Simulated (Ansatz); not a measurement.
Density of states of a TaTiAlWC4 cell (elements on a rock salt lattice, relaxed), per eV and atom, broadened by Gaussian smearing of width 0.1 eV and averaged over bins of 0.3 eV, from 8 eV under the Fermi level at most up to where the solved bands end.

Method: DFT PBE, scalar-relativistic, plane waves, PAW in Ansatz.

Cutoff 420 eV; k points 6×7×7 on the computed 16-atom cell (Γ-centred); Gaussian smearing, width 0.10 eV; no spin polarisation.

```
C Al Ti Ta W
1.0
    -4.35992    4.36374   -0.02365
    -4.33628   -0.00001    4.33622
     0.02367    4.36376    4.35987
C Al Ti Ta W
8 2 2 2 2
Direct
  0.75334 0.74872 0.75022
  0.24759 0.75084 0.75176
  0.75334 0.24874 0.75021
  0.75173 0.75083 0.24759
  0.25072 0.25084 0.74860
  0.24912 0.75295 0.24599
  0.75490 0.25082 0.24444
  0.24912 0.25295 0.24599
  0.00125 0.00083 0.99807
  0.00125 0.50080 0.99812
  0.50124 0.00081 0.99812
  0.00121 0.50086 0.49807
  0.00121 0.00083 0.49812
  0.50125 0.50082 0.99810
  0.50123 0.00084 0.49810
  0.50120 0.50084 0.49811
```

```csv
E − E_F (eV),total,C 2p,W 5d,Ta 5d,Ti 3d
-7.90,0.060,0.028,0.005,0.008,0.004
-7.60,0.101,0.047,0.011,0.013,0.006
-7.30,0.192,0.091,0.028,0.022,0.010
-7.00,0.290,0.138,0.052,0.028,0.012
-6.70,0.257,0.123,0.049,0.022,0.011
-6.40,0.296,0.143,0.052,0.032,0.011
-6.10,0.407,0.202,0.065,0.042,0.017
-5.80,0.430,0.216,0.064,0.049,0.019
-5.50,0.520,0.267,0.076,0.062,0.022
-5.20,0.566,0.298,0.090,0.062,0.024
-4.90,0.565,0.273,0.100,0.088,0.034
-4.60,0.544,0.265,0.090,0.102,0.033
-4.30,0.415,0.206,0.077,0.072,0.025
-4.00,0.712,0.350,0.160,0.098,0.059
-3.70,0.701,0.355,0.137,0.088,0.079
-3.40,0.756,0.409,0.100,0.070,0.128
-3.10,0.638,0.346,0.069,0.061,0.119
-2.80,0.526,0.292,0.051,0.059,0.081
-2.50,0.440,0.249,0.035,0.054,0.064
-2.20,0.338,0.204,0.029,0.034,0.040
-1.90,0.403,0.264,0.034,0.034,0.039
-1.60,0.477,0.325,0.040,0.037,0.041
-1.30,0.239,0.150,0.027,0.022,0.025
-1.00,0.167,0.093,0.026,0.019,0.020
-0.70,0.193,0.086,0.044,0.023,0.027
-0.40,0.255,0.092,0.071,0.034,0.042
-0.10,0.347,0.098,0.113,0.050,0.066
0.20,0.333,0.084,0.114,0.045,0.069
0.50,0.320,0.086,0.101,0.040,0.073
0.80,0.286,0.074,0.085,0.037,0.072
1.10,0.299,0.076,0.069,0.042,0.084
```

The columns after the total are the largest Löwdin projections on the valence shells of the potentials, so they needn't add up, and the weight of a shell that a potential lacks goes to other orbitals. The cell has no gap on the mesh.

Spin-orbit coupling is left out, which matters for the bands of heavy elements.

Cost: 2 runs of about 2.4 core-minutes in all (earlier runs that led there not counted), on Intel Xeon 6975P-C (Granite Rapids) (shared hosts).